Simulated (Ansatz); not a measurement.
# Response of Ag to small distortions

```xyz
2
Lattice="2.9300 0.0000 0.0000 -1.4650 2.5375 0.0000 0.0000 0.0000 4.7900" Properties=species:S:1:pos:R:3 pbc="T T T"
Ag    0.0000    1.6916    1.1975
Ag    1.4650    0.8458    3.5925
```

Atoms are numbered in the order listed.

The geometry is COD entry 1509145, unchecked; take it as a test cell.

These are results of DFT, LDA, all-electron LAPW, scalar-relativistic in Ansatz 0.2.0, not measurements.

Sampling and basis: a Γ-centred 14×14×8 k mesh, Fermi–Dirac smearing of 0.05 eV, basis error target 0.25 meV/atom, no spin polarisation.

The unchanged cell is at -10.60 GPa.

In a metal, stresses and small energies carry noise from the k mesh.

x, y and z are the Cartesian axes of the cell as listed; fractional coordinates follow a strain, and an engineering shear is twice the off-diagonal strain component.

(1) One change gave: energy change +1 meV/atom; stress change (xx, yy, zz, yz, xz, xy) -0.01, 0.03, 0.24, -0.50, -0.51, -0.51 GPa, compression positive. Which change was it?
A. equal xy, yz and zx engineering shear strains of -2 %
B. equal xy, yz and zx engineering shear strains of +1 %
C. equal xy, yz and zx engineering shear strains of -1 %
D. equal xy, yz and zx engineering shear strains of +2 %

Answers

(1) D. For equal xy, yz and zx engineering shear strains of -2 %: energy change +2 meV/atom; stress change (xx, yy, zz, yz, xz, xy) -0.01, 0.02, 0.21, 0.52, 0.51, 0.55 GPa, compression positive; change of the force on Ag2 (-0.019, 0.000, -0.004) eV/Å. For equal xy, yz and zx engineering shear strains of -1 %: energy change under 1 meV/atom; stress change (xx, yy, zz, yz, xz, xy) 0.00, 0.00, 0.06, 0.29, 0.29, 0.29 GPa, compression positive. For equal xy, yz and zx engineering shear strains of +1 %: energy change under 1 meV/atom; stress change (xx, yy, zz, yz, xz, xy) 0.00, 0.00, 0.06, -0.27, -0.27, -0.28 GPa, compression positive.
